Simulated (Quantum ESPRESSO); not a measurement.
## InGa2AlP4 (convergence and cost over cutoff and k mesh)

A calculation, not a measurement. The program is pw.x of Quantum ESPRESSO 7.5 (plane-wave density functional theory). The cell is made up: 8 atoms on a zincblende/diamond lattice, with randomly drawn elements, strain and displacements, not relaxed. PseudoDojo standard norm-conserving files (v0.5 for PBE, v0.4.1 for LDA and PBEsol) set the functional; there is no spin polarisation, spin-orbit coupling or dispersion term, and the masses in the input are unused placeholders.

Input of the run in row 4:

```
&control calculation='scf', pseudo_dir='./dojo.nc.sr.pbe.v0_5.standard.upf', outdir='./o', disk_io='medium', tprnfor=.true., tstress=.true. /
&system ibrav=0, nat=8, ntyp=4, nbnd=37, ecutwfc=79.96652505, nosym=.true., tot_charge=0,
 occupations='smearing', smearing='fd', degauss=0.0018374661
/
&electrons conv_thr=7.350e-09, electron_maxstep=60, /
ATOMIC_SPECIES
Al 1.0 Al.upf
Ga 1.0 Ga.upf
In 1.0 In.upf
P 1.0 P.upf
CELL_PARAMETERS angstrom
5.5038 0.0047 0.0109
0.0047 5.5538 0.0212
0.0109 0.0212 5.4401
ATOMIC_POSITIONS angstrom
In -0.008 0.0106 0.0013
Ga 0.0139 2.7626 2.7026
Ga 2.7647 0.0129 2.684
Al 2.7647 2.7769 0.0427
P 1.3822 1.3615 1.3912
P 1.3701 4.1793 4.094
P 4.1271 1.3823 4.0817
P 4.1582 4.1862 1.3883
K_POINTS automatic
4 4 4 1 1 1
```

The same cell was run at these settings. Meshes are shifted by half a step, and differences are from the last row, which is itself not exact.

```
cutoff (eV)     k mesh  k points solved  threshold (eV)  free energy less the last row's (eV)  pressure (GPa)  largest stress difference (GPa)  largest force difference (eV/Å)  iterations  wall time (s)  k-point pools              processor
        762  2 x 2 x 2                4           1e-04                                 3.877          -22.41                            29.11                            0.020           6             38              1  AMD EPYC, Zen 5 class
       1088  1 x 1 x 1                1           1e-07                                 8.480           12.41                             6.07                            0.161          11             46              1  AMD EPYC, Zen 5 class
        652  4 x 4 x 4               32           1e-07                                19.188         -105.91                           112.58                            0.014          10            178              1  AMD EPYC, Zen 5 class
       1088  4 x 4 x 4               32           1e-07                                 0.008            6.60                             0.01                            0.001          10            402              1  AMD EPYC, Zen 5 class
       1377  6 x 6 x 6              108           1e-07                                 0.000            6.61                             0.00                            0.000          10           1760              1  AMD EPYC, Zen 5 class
```

Each pool is one process. Wall times include start-up and a band step at six k points, which weighs most on the coarsest meshes. The runs were on shared virtual cores whose load varied, so times are rough.